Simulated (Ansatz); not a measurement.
Consider the following.

In2O3:
Space group R-3c, hexagonal axes (No. 167); a = b = 5.509 Å, c = 14.563 Å, α = β = 90.00°, γ = 120.00°

```tsv
atom	site	symmetry	x	y	z
In	12c	3.	0.0000	0.0000	0.1429
O	18e	.2	0.2966	0.2966	0.2500
```
(The calculation used a cell of 10 atoms; values per cell refer to that cell.)

This is the r²SCAN-relaxed structure.

**Question.** All from r²SCAN (plane waves, PAW; program Ansatz), unless another level is named. Predict the Born charges (a third of the trace).

**Answer.** In +3.35, O -2.24 e.

**Question.** Predict the electronic dielectric constant ε∞ (DFPT).

**Answer.** 4.55 (xx = yy), 4.32 (zz).

**Question.** And the Bader charges?

**Answer.** In +1.95, O -1.30 e.

**Question.** Predict the static dielectric constant ε0 (ions relaxed, cell fixed).

**Answer.** 11.2 (xx = yy), 14.1 (zz).

The first step of the workflow began from a Materials Project structure, measured or hypothetical; the Crystallography Open Database files this formula in space group No. 167, but the cells were not matched. It is not the phase usual at ambient conditions (space group No. 206). The r²SCAN relaxation kept the symmetry of its start; its stability against distortions is not shown here. Scalar-relativistic: spin–orbit coupling is off unless named, which matters more the heavier the elements.

Potentials: the earlier of the program's two PAW sets.
